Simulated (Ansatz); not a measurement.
SrCd:
```
CELL_PARAMETERS angstrom
      3.98001     0.00000     0.00000
      0.00000     3.98001     0.00000
      0.00000     0.00000     3.98001
ATOMIC_POSITIONS crystal
  Sr 0.50000 0.50000 0.50000
  Cd 0.00000 0.00000 0.00000
```

Relaxed with PBEsol. Special points in fractions of this cell's reciprocal vectors: Γ (0.000, 0.000, 0.000); X (0.000, 0.500, 0.000); M (0.500, 0.500, 0.000); R (0.500, 0.500, 0.500).

**Question.** List the band energies nearest the Fermi level at these points for PBEsol with spin–orbit coupling in the plane-wave PAW code Ansatz.

**Answer.** In eV from the Fermi level; about four levels below and three above (degenerate sets whole), none deeper than 8.9 eV; points with the same levels are listed once.

```json
[
 {"k": "Γ", "below": "-8.22 -8.22 -5.91 -5.91", "above": "1.31 1.31 1.31 1.31"},
 {"k": "X", "below": "-3.63 -3.63 -2.49 -2.49", "above": "1.70 1.70 2.17 2.17"},
 {"k": "M", "below": "-0.07 -0.07 -0.02 -0.02", "above": "1.10 1.10 3.88 3.88"},
 {"k": "R", "below": "-0.79 -0.79 -0.79 -0.79 -0.76 -0.76", "above": "4.50 4.50 4.72 4.72 4.72 4.72"}
]
```

Space group Pm-3m (CsCl type). The workflow started from an entry of the Crystallography Open Database (COD). Whether it is the stable phase at ambient conditions was not checked. The cell was relaxed with PBEsol under the symmetry of its start; of distortions, only those at the zone centre were tested.

Potentials: the later of the program's two PAW sets.
